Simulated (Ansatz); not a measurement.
## InSb: single point with Ansatz

System: InSb (zinc blende type), 2 atoms in the cell.

Ansatz input (lattice in Å, positions in fractions of it; a bare `kind: paw` takes the build's default datasets)
```yaml
crystal:
  lattice:
    - [0, 3.32, 3.32]
    - [3.32, 0, 3.32]
    - [3.32, 3.32, 0]
  atoms:
    - { symbol: In, position: [0, 0, 0] }
    - { symbol: Sb, position: [0.25, 0.25, 0.25] }
kpoints:
  mp_grid: { grid: [6, 6, 6] }
hamiltonian:
  xc: r2scan
  pseudopotentials: { kind: paw }
scf:
  occupations: { method: fermi_dirac, width: 0.02 }
  convergence: { dr2_threshold: "1e-10 eV" }
  max_iter: 300
  n_bands: 30
output:
  forces: true
  stress: true
  eigenvalues: true
```

Method: Ansatz 0.2.0 development build, r²SCAN, plane waves, PAW datasets (generated soft set 1).

Output, in brief

```json
{
  "Plane-wave cutoff used": "500 eV",
  "Pressure": "-1.42 GPa",
  "Smearing term TS": "0.2 meV/atom",
  "Valence electrons": "28",
  "Irreducible k-points": "16",
  "CPU time": "roughly 10 core-seconds on a shared host"
}
```

Stress tensor in GPa, compression positive:
```
-1.42  0.00  0.00
 0.00 -1.42  0.00
 0.00  0.00 -1.42
```

The stress includes the program's correction for the finite plane-wave basis.

The k-mesh is modest, so these values aren't fully converged in k.
